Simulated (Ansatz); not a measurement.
Relaxation of a relaxed Al cell, doubled along one cell vector, shaken by Gaussian noise of σ = 0.08 Å a coordinate; 2 atoms in the cell, which starts as P-1 (No. 2), aP2; a = 2.706 Å, b = 2.706 Å, c = 5.412 Å, α = 90.00°, β = 90.00°, γ = 90.00°. Method: r2SCAN (plane waves to 500 eV, PAW, scalar-relativistic; Ansatz, an electronic-structure program). Γ-centred k-mesh 12×6×12 on the run's cell (coarser than for final values), Fermi–Dirac smearing 0.05 eV. This is the first round of the run. 

The optimiser's lines from the output (shortened; P is positive under compression):

```
relax step   1: F+E_penalty+E_count = -1079.88336797 eV  Δ(F+E_penalty+E_count) = +0.000e0 eV  max|allowed force component| = 5.950e-1 eV/Å  Δτ_max = 0.0000 Å  P = +0.242 GPa  Ω = 39.631 Å³  (7 SCF iters, dr2 threshold 1.00e-7 eV, accepted)
relax step   2: F+E_penalty+E_count = -1079.91772093 eV  Δ(F+E_penalty+E_count) = -3.435e-2 eV  max|allowed force component| = 1.667e-1 eV/Å  Δτ_max = 0.0854 Å  P = +0.895 GPa  Ω = 38.931 Å³  (6 SCF iters, dr2 threshold 2.00e-7 eV, accepted)
relax step   3: F+E_penalty+E_count = -1079.98969206 eV  Δ(F+E_penalty+E_count) = -7.197e-2 eV  max|allowed force component| = 1.675e-1 eV/Å  Δτ_max = 0.1943 Å  P = -0.565 GPa  Ω = 39.018 Å³  (6 SCF iters, dr2 threshold 2.00e-7 eV, accepted)
relax step   4: F+E_penalty+E_count = -1080.13293339 eV  Δ(F+E_penalty+E_count) = -1.432e-1 eV  max|allowed force component| = 2.488e-1 eV/Å  Δτ_max = 0.2000 Å  P = -1.114 GPa  Ω = 37.719 Å³  (6 SCF iters, dr2 threshold 2.00e-7 eV, accepted)
relax step   5: F+E_penalty+E_count = -1080.38303221 eV  Δ(F+E_penalty+E_count) = -2.501e-1 eV  max|allowed force component| = 2.334e-1 eV/Å  Δτ_max = 0.1941 Å  P = -2.817 GPa  Ω = 36.265 Å³  (6 SCF iters, dr2 threshold 2.00e-7 eV, accepted)
relax step   6: F+E_penalty+E_count = -1080.58269738 eV  Δ(F+E_penalty+E_count) = -1.997e-1 eV  max|allowed force component| = 2.208e-1 eV/Å  Δτ_max = 0.1230 Å  P = -2.398 GPa  Ω = 34.440 Å³  (6 SCF iters, dr2 threshold 2.00e-7 eV, accepted)
relax step   7: F+E_penalty+E_count = -1080.72086979 eV  Δ(F+E_penalty+E_count) = -1.382e-1 eV  max|allowed force component| = 1.981e-1 eV/Å  Δτ_max = 0.1086 Å  P = -0.384 GPa  Ω = 32.551 Å³  (6 SCF iters, dr2 threshold 2.00e-7 eV, accepted)
relax step   8: F+E_penalty+E_count = -1080.80239293 eV  Δ(F+E_penalty+E_count) = -8.152e-2 eV  max|allowed force component| = 5.572e-2 eV/Å  Δτ_max = 0.0596 Å  P = +1.885 GPa  Ω = 31.358 Å³  (5 SCF iters, dr2 threshold 2.00e-7 eV, accepted)
relax step   9: F+E_penalty+E_count = -1080.84102650 eV  Δ(F+E_penalty+E_count) = -3.863e-2 eV  max|allowed force component| = 7.294e-2 eV/Å  Δτ_max = 0.0109 Å  P = +1.429 GPa  Ω = 31.366 Å³  (4 SCF iters, dr2 threshold 2.00e-7 eV, accepted)
relax step  10: F+E_penalty+E_count = -1080.84662150 eV  Δ(F+E_penalty+E_count) = -5.595e-3 eV  max|allowed force component| = 1.563e-3 eV/Å  Δτ_max = 0.0155 Å  P = +0.706 GPa  Ω = 31.577 Å³  (4 SCF iters, dr2 threshold 2.00e-7 eV, accepted)
relax step  11: F+E_penalty+E_count = -1080.84718214 eV  Δ(F+E_penalty+E_count) = -5.606e-4 eV  max|allowed force component| = 2.375e-2 eV/Å  Δτ_max = 0.0032 Å  P = -0.455 GPa  Ω = 31.980 Å³  (4 SCF iters, dr2 threshold 2.00e-7 eV, accepted)
relax step  12: F+E_penalty+E_count = -1080.84749337 eV  Δ(F+E_penalty+E_count) = -3.112e-4 eV  max|allowed force component| = 6.468e-4 eV/Å  Δτ_max = 0.0033 Å  P = +0.014 GPa  Ω = 31.816 Å³  (4 SCF iters, dr2 threshold 2.00e-7 eV, accepted)
relax step  13: F+E_penalty+E_count = -1080.84749779 eV  Δ(F+E_penalty+E_count) = -4.424e-6 eV  max|allowed force component| = 3.055e-5 eV/Å  Δτ_max = 0.0002 Å  P = -0.000 GPa  Ω = 31.821 Å³  (3 SCF iters, dr2 threshold 7.82e-9 eV, accepted)
relax step  14: F+E_penalty+E_count = -1080.84733966 eV  Δ(F+E_penalty+E_count) = +1.581e-4 eV  max|allowed force component| = 3.194e-5 eV/Å  Δτ_max = 0.0000 Å  P = -0.008 GPa  Ω = 31.821 Å³  stress off target by 1.54e-2 GPa  SCF on the basis re-selected at this cell (its energy is not comparable with the rows above)  (5 SCF iters)
```

From the first to the last row the energy changes by -0.48 eV/atom and the volume by -19.7 %. The last row is marked as not comparable with the walk above it, whose basis was carried along; it does compare with step 1, since both stand on a basis selected at the nominal cutoff for their own cell.

Later rounds, restarted from the end of this one on a renewed k-mesh, logged 10 more steps. The final structure after all rounds: Fm-3m (No. 225), cF4, fcc (Cu type); a = b = c = 3.9914 Å, α = β = γ = 90.00°. Between re-selections the logged energies stand on a plane-wave basis carried along with the cell. No spin polarisation in the result.

The run could not lose the symmetry of its start.

Of the parent cell (Pm-3m (No. 221)): it is a generated cell of Al: the first start was made by placing the elements on the sites of a structure type, and the end was not matched to a known phase here, so it may be hypothetical. Known forms of Al include space group No. 225.
